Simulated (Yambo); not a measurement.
Yambo run on VCu3S4 (space group P-43m, No. 215). The wavefunctions are PBEsol (Quantum ESPRESSO, PseudoDojo norm-conserving, 92 Ry, scalar-relativistic) ones on a 2×2×2 mesh (47 occupied bands); a = b = c = 5.3699 Å, α = β = γ = 90.00°.

Yambo input:

```
rim_cut
gw0
dyson
el_el_corr
HF_and_locXC
ppa
em1d
RandQpts= 1000000
RandGvec= 1 Ry
EXXRLvcs= 92 Ry
VXCRLvcs= 368 Ry
Chimod= "HARTREE"
% BndsRnXp
 14 | 304 |
%
NGsBlkXp= 8 Ry
% LongDrXp
 1.0 | 1.0 | 1.0 |
%
PPAPntXp= 27.2114 eV
% GbndRnge
 1 | 304 |
%
GTermKind= "none"
DysSolver= "n"
ExtendOut
% QPkrange
 2 | 2 | 48 | 48 |
 3 | 3 | 47 | 48 |
 4 | 4 | 47 | 47 |
%
```

k points by index: 2 = X, 3 = M, 4 = R.

Table of the .qp output:

```
#    K-point    Band    Eo [eV]    E [eV]    E-Eo [eV]    Vxc [eV]    Vnlxc [eV]    Sc|Eo [eV]    Sc|E [eV]    dSc/dw|Eo [eV]    Re(Z)    Im(Z)
#
    2    48    1.021697    1.987176    0.965479    -21.50128    -16.40132    -3.798076    -4.134486    -9.480069    0.741623    -0.001779
    3    47    -0.170872    -0.455877    -0.285004    -21.55056    -26.06483    4.135431    4.229269    -8.955066    0.752390    -0.001602
    3    48    1.260858    2.365755    1.104897    -22.67540    -16.75013    -4.413984    -4.820368    -10.00684    0.731126    -0.001889
    4    47    0.000000    -0.263124    -0.263124    -22.21366    -26.77165    4.207906    4.294864    -8.988137    0.751702    -0.001591
```
(The two width columns are left out.) Convergence of these settings isn't established.

Geometry of the Materials Project entry, not relaxed at this level.

The runs are not spin-polarised; magnetic order was not tried.
